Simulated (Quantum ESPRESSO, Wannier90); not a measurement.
## Wannier functions of CuPd (CsCl type)

Materials Project entry mp-1018029; symmetrised, unrelaxed at this level. COD (Crystallography Open Database) has an entry of this formula and space group (matched by these alone). Method: PBEsol plane waves in Quantum ESPRESSO 7.5 (PseudoDojo norm-conserving files, 74 Ry, no spin polarisation, no spin-orbit coupling), Bloch states on a 8×8×8 mesh through Γ, Wannier90 4.0.1. Density: 14×14×14 mesh, cold smearing 0.01 Ry.

```
begin unit_cell_cart
ang
    2.9804200000    0.0000000000    0.0000000000
    0.0000000000    2.9804200000    0.0000000000
    0.0000000000    0.0000000000    2.9804200000
end unit_cell_cart
mp_grid = 8 8 8
```

Problem. Which shells of neighbouring k-points and which b-vectors and weights does Wannier90 pick for this cell and mesh?

Solution. 
```
 *---------------------------------- K-MESH ----------------------------------*
 +----------------------------------------------------------------------------+
 |                    Distance to Nearest-Neighbour Shells                    |
 |                    ------------------------------------                    |
 |          Shell             Distance (Ang^-1)          Multiplicity         |
 |          -----             -----------------          ------------         |
 |             1                   0.263519                      6            |
 |             2                   0.372673                     12            |
 |             3                   0.456429                      8            |
 |             4                   0.527039                      6            |
 |             5                   0.589247                     24            |
 |             6                   0.645488                     24            |
 |             7                   0.745345                     12            |
 |             8                   0.790558                     30            |
       ... (lines left out)
 +----------------------------------------------------------------------------+
 | The b-vectors are chosen automatically                                     |
 | The following shells are used:                       1                     |
 +----------------------------------------------------------------------------+
 |                        Shell   # Nearest-Neighbours                        |
 |                        -----   --------------------                        |
 |                          1               6                                 |
 +----------------------------------------------------------------------------+
 | Completeness relation is fully satisfied [Eq. (B1), PRB 56, 12847 (1997)]  |
 +----------------------------------------------------------------------------+
 |                  b_k Vectors (Ang^-1) and Weights (Ang^2)                  |
 |                  ----------------------------------------                  |
 |            No.         b_k(x)      b_k(y)      b_k(z)        w_b           |
 |            ---        --------------------------------     --------        |
 |             1         0.000000    0.000000    0.263519     7.200210        |
 |             2         0.000000    0.263519    0.000000     7.200210        |
 |             3         0.263519    0.000000    0.000000     7.200210        |
 |             4         0.000000    0.000000   -0.263519     7.200210        |
 |             5         0.000000   -0.263519    0.000000     7.200210        |
 |             6        -0.263519    0.000000    0.000000     7.200210        |
```
